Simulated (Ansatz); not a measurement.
**Sb: stiffness from a series of strains**

```
CELL_PARAMETERS angstrom
2.15060 1.24165 3.74400
-2.15060 1.24165 3.74400
0.00000 -2.48330 3.74400
ATOMIC_POSITIONS crystal
Sb 0.23364 0.23364 0.23364
Sb 0.76636 0.76636 0.76636
```

Atoms are numbered in the order listed.

The cell is a measured one (Crystallography Open Database entry 9009654); the temperature and pressure of the measurement aren't taken into account, and nothing was relaxed.

Spin–orbit coupling is left out, though it moves levels of the heavy atoms by tenths of an eV or more.

Level of theory: Ansatz 0.2.0, DFT, PBEsol, all-electron LAPW, scalar-relativistic.

Sampling and basis: a Γ-centred 9×9×9 k mesh, Fermi–Dirac smearing of 0.05 eV, basis error target 0.5 meV/atom, no spin polarisation.

The strain is applied along the Cartesian axes of the cell as listed (the other components stay zero). Fractional coordinates are held (clamped ions).

σ is the change of stress from the unstrained cell, which is at 0.43 GPa; tension is positive, so slopes are stress–strain coefficients at that pressure. In a metal the k mesh adds noise.

Only quantities that a quadratic follows smoothly over the whole series are listed; rougher ones are left out.

| εzz | σzz (GPa) | σxx (GPa) |
| --- | --- | --- |
| -0.0300 | -2.29 | -1.38 |
| -0.0100 | -0.74 | -0.43 |
| 0.0000 | 0.00 | 0.00 |
| 0.0100 | 0.71 | 0.41 |
| 0.0200 | 1.38 | 0.81 |
| 0.0300 | 2.00 | 1.19 |

(1) Fit the series and read off the stiffness at zero strain.

(2) One run, at εzz = -0.0200, is withheld. Predict its row.

Results:

(1) Least-squares fits y = p0 + p1 x + p2 x² to the rows give σzz (GPa): p1 = 71.7, p2 = -160; σxx (GPa): p1 = 42.7, p2 = -110. So C33 = 72 GPa and C13 = 43 GPa, for these axes.

(2) The fits give -1.50, -0.90; the run gave -1.50, -0.89.
